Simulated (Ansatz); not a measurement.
Sc3InB (anti-perovskite, Pm-3m) under volume change, plane-wave PAW r²SCAN (Ansatz code), scaled uniformly.

```json
[
 {"V (Å³/atom)": "18.671", "E − E(relaxed) (meV/atom)": "49.9", "P (GPa)": "9.34"},
 {"V (Å³/atom)": "19.286", "E − E(relaxed) (meV/atom)": "21.1", "P (GPa)": "5.76"},
 {"V (Å³/atom)": "19.902", "E − E(relaxed) (meV/atom)": "5.0", "P (GPa)": "2.67"},
 {"V (Å³/atom)": "20.517", "E − E(relaxed) (meV/atom)": "0.0", "P (GPa)": "0.00"},
 {"V (Å³/atom)": "21.133", "E − E(relaxed) (meV/atom)": "4.5", "P (GPa)": "-2.31"},
 {"V (Å³/atom)": "21.749", "E − E(relaxed) (meV/atom)": "17.4", "P (GPa)": "-4.31"},
 {"V (Å³/atom)": "22.364", "E − E(relaxed) (meV/atom)": "37.3", "P (GPa)": "-6.03"}
]
```

**Question.** What does a third-order Birch–Murnaghan fit give for V₀, B₀ and B′?

**Answer.** V₀ = 20.52 Å³/atom, B₀ = 82.6 GPa, B′ = 3.8.

The workflow started from an entry of the Crystallography Open Database (COD). Its standing as an ambient phase is unchecked. Symmetry was held in the r²SCAN relaxation; of distortions, only those at the zone centre were tested. The run is not spin-polarised.

Potentials: the later of the program's two PAW sets.
